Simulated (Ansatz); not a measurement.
Total density of states per atom from LDA (plane waves, PAW; program Ansatz), in 0.25 eV bins, energy from the valence-band maximum:

```json
[
 {"E (eV)": "-7.86", "states/eV/atom": "0.13"},
 {"E (eV)": "-7.61", "states/eV/atom": "0.15"},
 {"E (eV)": "-7.36", "states/eV/atom": "0.18"},
 {"E (eV)": "-7.11", "states/eV/atom": "0.23"},
 {"E (eV)": "-6.86", "states/eV/atom": "0.36"},
 {"E (eV)": "-6.61", "states/eV/atom": "0.22"},
 {"E (eV)": "-6.36", "states/eV/atom": "0.04"},
 {"E (eV)": "-6.11", "states/eV/atom": "0.09"},
 {"E (eV)": "-5.86", "states/eV/atom": "0.36"},
 {"E (eV)": "-5.61", "states/eV/atom": "0.57"},
 {"E (eV)": "-5.36", "states/eV/atom": "0.32"},
 {"E (eV)": "-5.11", "states/eV/atom": "0.00"},
 {"E (eV)": "-4.86", "states/eV/atom": "0.00"},
 {"E (eV)": "-4.61", "states/eV/atom": "0.79"},
 {"E (eV)": "-4.36", "states/eV/atom": "0.57"},
 {"E (eV)": "-4.11", "states/eV/atom": "0.66"},
 {"E (eV)": "-3.86", "states/eV/atom": "0.70"},
 {"E (eV)": "-3.61", "states/eV/atom": "0.66"},
 {"E (eV)": "-3.36", "states/eV/atom": "0.53"},
 {"E (eV)": "-3.11", "states/eV/atom": "0.18"},
 {"E (eV)": "-2.86", "states/eV/atom": "0.40"},
 {"E (eV)": "-2.61", "states/eV/atom": "0.69"},
 {"E (eV)": "-2.36", "states/eV/atom": "0.46"},
 {"E (eV)": "-2.11", "states/eV/atom": "0.89"},
 {"E (eV)": "-1.86", "states/eV/atom": "1.18"},
 {"E (eV)": "-1.61", "states/eV/atom": "0.91"},
 {"E (eV)": "-1.36", "states/eV/atom": "0.53"},
 {"E (eV)": "-1.11", "states/eV/atom": "0.25"},
 {"E (eV)": "-0.86", "states/eV/atom": "1.20"},
 {"E (eV)": "-0.61", "states/eV/atom": "0.85"},
 {"E (eV)": "-0.36", "states/eV/atom": "1.01"},
 {"E (eV)": "-0.11", "states/eV/atom": "0.87"},
 {"E (eV)": "0.14", "states/eV/atom": "0.00"},
 {"E (eV)": "0.39", "states/eV/atom": "0.00"},
 {"E (eV)": "0.64", "states/eV/atom": "0.00"},
 {"E (eV)": "0.89", "states/eV/atom": "0.00"},
 {"E (eV)": "1.14", "states/eV/atom": "0.00"},
 {"E (eV)": "1.39", "states/eV/atom": "0.00"},
 {"E (eV)": "1.64", "states/eV/atom": "0.00"},
 {"E (eV)": "1.89", "states/eV/atom": "0.00"},
 {"E (eV)": "2.14", "states/eV/atom": "0.00"},
 {"E (eV)": "2.39", "states/eV/atom": "0.00"},
 {"E (eV)": "2.64", "states/eV/atom": "0.00"},
 {"E (eV)": "2.89", "states/eV/atom": "0.00"},
 {"E (eV)": "3.14", "states/eV/atom": "0.10"},
 {"E (eV)": "3.39", "states/eV/atom": "0.45"},
 {"E (eV)": "3.64", "states/eV/atom": "0.58"},
 {"E (eV)": "3.89", "states/eV/atom": "0.75"},
 {"E (eV)": "4.14", "states/eV/atom": "0.62"},
 {"E (eV)": "4.39", "states/eV/atom": "0.84"},
 {"E (eV)": "4.64", "states/eV/atom": "0.38"},
 {"E (eV)": "4.89", "states/eV/atom": "0.72"},
 {"E (eV)": "5.14", "states/eV/atom": "0.90"},
 {"E (eV)": "5.39", "states/eV/atom": "0.56"},
 {"E (eV)": "5.64", "states/eV/atom": "1.04"},
 {"E (eV)": "5.89", "states/eV/atom": "0.83"},
 {"E (eV)": "6.14", "states/eV/atom": "0.65"},
 {"E (eV)": "6.39", "states/eV/atom": "1.18"}
]
```

**Question.** Which of these materials gives this?
A. SiS2, P2_1/c layer
B. WS2, 1H layer
C. ZrS2, 1T layer
D. Ag2S, P4/nmm layer

**Answer.** A, SiS2, P2_1/c layer

The layer was cut from a bulk entry of the Materials Project (measured or hypothetical); whether that bulk phase is the ambient one, and whether the layer has been isolated, was not checked. Symmetry was held in the LDA relaxation; whether a distortion lowers the energy is not shown.

Potentials: the later of the program's two PAW sets.
